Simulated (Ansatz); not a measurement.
A geometry of Ni away from equilibrium: step 2 of the relaxation of a generated trial cell of Ni in the AFLOW prototype A_oC4_63_c (A20). Computed with PBEsol (plane waves to 420 eV, PAW, scalar-relativistic; Ansatz, a quantum-chemistry and plane-wave program). Γ-centred k-mesh 15×15×8 on the run's cell (coarser than for final values), Fermi–Dirac smearing 0.05 eV. The plane waves were selected for a different cell earlier on the path.

```xyz
2
Lattice="1.1651 -2.2720 0.0000 1.1651 2.2720 0.0000 0.0000 0.0000 4.0044" Properties=species:S:1:pos:R:3 pbc="T T T"
Ni     1.1651    -1.7500     1.0011
Ni     1.1651     1.7500     3.0033
```
Spin-polarised start, with parallel moments on Ni.

**Question.** Give the Cartesian forces on all atoms (eV/Å).

**Answer.** 
```json
[
 {"atom": "Ni1", "Fx": "0.00", "Fy": "1.04", "Fz": "0.00"},
 {"atom": "Ni2", "Fx": "0.00", "Fy": "-1.04", "Fz": "0.00"}
]
```

The path ends in P6₃/mmc (No. 194) (hcp (Mg type)). Spin state reached: ferromagnetic (net 0.63 μB/atom), from parallel starting moments; other spin orders were not run from this start.

The run could not lose the symmetry of its start: the end is stationary, and may be a saddle point rather than a minimum.

The end of the path is a generated cell of Ni: the first start was made by placing the elements on the sites of a structure type, and the end was not matched to a known phase here, so it may be hypothetical. Known forms of Ni include space group No. 225.
